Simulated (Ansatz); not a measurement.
Relaxed-ion elastic tensor of GaAs (zinc blende, space group No. 216) in GPa (Voigt order), PBEsol in the plane-wave PAW code Ansatz; density 5.30 g/cm³, 22.66 Å³ per atom.

|  | 1 | 2 | 3 | 4 | 5 | 6 |
|---|---|---|---|---|---|---|
| 1 | 110 | 49.2 | 49.2 | 0.0 | 0.0 | 0.0 |
| 2 | 49.2 | 110 | 49.2 | 0.0 | 0.0 | 0.0 |
| 3 | 49.2 | 49.2 | 110 | 0.0 | 0.0 | 0.0 |
| 4 | 0.0 | 0.0 | 0.0 | 55.0 | 0.0 | 0.0 |
| 5 | 0.0 | 0.0 | 0.0 | 0.0 | 55.0 | 0.0 |
| 6 | 0.0 | 0.0 | 0.0 | 0.0 | 0.0 | 55.0 |

**Question.** Is the crystal mechanically stable?

**Answer.** Yes: the smallest eigenvalue of C is 55.0 GPa.

**Question.** Work out the Voigt, Reuss and Hill averages.

**Answer.** K_V = 69.4, K_R = 69.4, K_H = 69.4; G_V = 45.1, G_R = 41.5, G_H = 43.3 GPa.

**Question.** Give Young's modulus, Poisson's ratio, Pugh's ratio and the universal anisotropy index.

**Answer.** E = 9KG/(3K + G) = 108 GPa; ν = 0.24; K/G = 1.60 (brittle by the Pugh limit of 1.75); A_U = 5G_V/G_R + K_V/K_R − 6 = 0.44.

**Question.** Estimate the sound speeds and the Debye temperature.

**Answer.** v_l = √((K + 4G/3)/ρ) = 4900 m/s, v_t = √(G/ρ) = 2860 m/s, mean 3170 m/s; Θ = (h/k)(3n/4πV)^(1/3) v_m = 334 K.

**Question.** Give the Zener ratio and Young's modulus along [100], [110] and [111].

**Answer.** A = 2C44/(C11 − C12) = 1.82; 1/E = S11 − 2(S11 − S12 − S44/2)Γ with Γ = 0, 1/4, 1/3 gives 79.3, 112, 131 GPa.

Space group F-43m (zinc blende). The PBEsol relaxation kept the symmetry of its start.

Potentials: the earlier of the program's two PAW sets. The files were generated under PBE; for other functionals the program regenerates the frozen cores, and for LDA and PBEsol the local potential too.
